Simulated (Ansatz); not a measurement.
# Computed properties of LuTl3

```xyz
4
Lattice="4.6880 0.0000 0.0000 0.0000 4.6880 0.0000 0.0000 0.0000 4.6880" Properties=species:S:1:pos:R:3 pbc="T T T"
Lu    0.0000    0.0000    0.0000
Tl    0.0000    2.3440    2.3440
Tl    2.3440    2.3440    0.0000
Tl    2.3440    0.0000    2.3440
```

Atom numbers follow the list: Lu1, Tl2, Tl3, Tl4.

The conventional cell has a = 4.688 Å, b = 4.688 Å, c = 4.688 Å, α = 90.00°, β = 90.00°, γ = 90.00°. Lu (atom 1) has 12 Tl at 3.31 Å as nearest neighbours. Tl (atom 2) is surrounded by 4 Lu at 3.31 Å and 8 Tl at 3.31 Å.

The cell is the one relaxed in the Materials Project (mp-2060), not relaxed further here; entries there can be hypothetical.

No spin–orbit coupling, which matters for the heavy atoms here.

Methods: DFT, LDA, all-electron LAPW, scalar-relativistic (Ansatz 0.2.0); DFT, LDA, PAW with Ansatz's default frozen-core files, scalar-relativistic (Ansatz 0.2.0).

For LAPW: a Γ-centred 7×7×7 k mesh, Fermi–Dirac smearing of 0.08 eV, basis error target 1 meV/atom, no spin polarisation. PAW takes a cutoff of 420 eV at this cell (files made with PBE, cores remade for this functional). The Ansatz runs share mesh, smearing and spin set-up. Values come from LAPW unless marked.

| Quantity | Value |
| --- | --- |
| Löwdin charges (with 0.04 e of the cell spilling out of the atomic basis, so their sizes and signs hang on that basis) | Lu1 0.49, Tl2 -0.15 e |
| Volume per atom | 25.76 Å³ |

Give the computed value. Density of states at the Fermi level (0.2 eV bin).

1.32 states/eV per cell.

Give the computed value. Bader charges (from the PAW run).

Lu1 +1.32, Tl2 -0.44 e.

Band gap: what does the calculation give?

none: bands cross the Fermi level, a metal.

Give the computed value. Pressure at this cell.

-37.4 kbar.
